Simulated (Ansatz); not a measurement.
A relaxed cell of Sb (R-3m (No. 166)), relaxed on a k-mesh at least as fine as the one used below. All values below come from r2SCAN (plane waves to 500 eV, PAW, scalar-relativistic; Ansatz, a quantum-chemistry and plane-wave program). Γ-centred k-mesh 9×9×9 on the run's cell (coarser than for final values), Fermi–Dirac smearing 0.05 eV.

```
Sb
1.0
    2.17052     1.25315     3.87073
   -2.17052     1.25315     3.87073
    0.00000    -2.50630     3.87073
Sb
2
Direct
  0.23139   0.23139   0.23139
  0.76861   0.76861   0.76861
```

The atoms are displaced by (Å):

| atom | ux | uy | uz |
|---|---|---|---|
| Sb1 | 0.192 | -0.287 | 0.676 |
| Sb2 | 0.357 | -0.322 | 0.334 |

Problem. What forces (eV/Å) and pressure result?

Solution. 
| atom | Fx | Fy | Fz |
|---|---|---|---|
| Sb1 | -0.27 | 0.03 | -0.30 |
| Sb2 | 0.27 | -0.03 | 0.30 |

Pressure -3.0 GPa.

Problem. Estimate the energy cost of the displacement in the harmonic approximation and compare with the calculation.

Solution. For a harmonic well ΔE = −½ Σ F·u = 0.029 eV a cell, or 15 meV/atom. The calculated energy relative to the undisplaced cell is +0.08 eV/atom, so anharmonic terms matter at this amplitude.

No spin polarisation in the result.

The run that gave the undisplaced cell could not lose the symmetry of its start; a randomly shaken copy of 2 atoms returns to this structure.
